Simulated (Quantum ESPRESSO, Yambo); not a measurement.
# G0W0 results for Sr₂MgWO₆

```
Sr2MgWO6
1.0
    0.00000     4.01464     4.01464
    4.01464     0.00000     4.01464
    4.01464     4.01464     0.00000
O Mg Sr W
6 1 2 1
Direct
  0.75732   0.24268   0.75732
  0.24268   0.75732   0.24268
  0.75732   0.24268   0.24268
  0.24268   0.75732   0.75732
  0.75732   0.75732   0.24268
  0.24268   0.24268   0.75732
  0.50000   0.50000   0.50000
  0.25000   0.25000   0.25000
  0.75000   0.75000   0.75000
  0.00000   0.00000   0.00000
```

The geometry is that of Materials Project entry mp-18848, symmetrised and not relaxed again.

Starting point: norm-conserving PBEsol (Quantum ESPRESSO, 84 Ry, no spin-orbit coupling). G0W0 in Yambo: 2×2×2 Γ-centred k mesh, bands 3 to 203 and a 7 Ry block in the screening, 203 bands in G with the Bruneval-Gonze terminator, plasmon pole fitted at 27.2 eV.

```
Property                                            Result
-------------------------------------------------  -------
PBEsol gap along the band path                     2.71 eV
PBEsol gap between the mesh's edge points (Γ → X)  2.71 eV
G0W0 gap between the same points                   4.58 eV
PBEsol smallest direct gap on the mesh (at X)      2.78 eV
G0W0 direct gap at that point                      4.65 eV
```

```json
[
 {"k point": "Γ", "band": "VB", "E PBEsol (eV)": "0.00", "E QP (eV)": "-0.54", "shift (eV)": "-0.54", "Z": "0.78"},
 {"k point": "Γ", "band": "CB", "E PBEsol (eV)": "2.81", "E QP (eV)": "4.13", "shift (eV)": "1.32", "Z": "0.82"},
 {"k point": "L", "band": "VB", "E PBEsol (eV)": "-0.43", "E QP (eV)": "-1.03", "shift (eV)": "-0.60", "Z": "0.78"},
 {"k point": "L", "band": "CB", "E PBEsol (eV)": "3.13", "E QP (eV)": "4.48", "shift (eV)": "1.35", "Z": "0.81"},
 {"k point": "X", "band": "VB", "E PBEsol (eV)": "-0.08", "E QP (eV)": "-0.61", "shift (eV)": "-0.54", "Z": "0.78"},
 {"k point": "X", "band": "CB", "E PBEsol (eV)": "2.71", "E QP (eV)": "4.04", "shift (eV)": "1.33", "Z": "0.82"}
]
```

Energies count from the PBEsol valence-band maximum.

Nearest settings tried, and what they do to the gap: 135 bands in G: +4 meV; 135 bands in W, 135 bands in G: +52 meV; 3 Ry block (89 vectors against 307): +106 meV. Not varied: mesh. So the settings aren't converged at that level. The k mesh is coarse.

Spin-orbit coupling is left out, which matters for elements this heavy: edges can move by tenths of an eV.

The structure is a Materials Project entry; no match was found in the copy of COD used, and its stability was not checked.
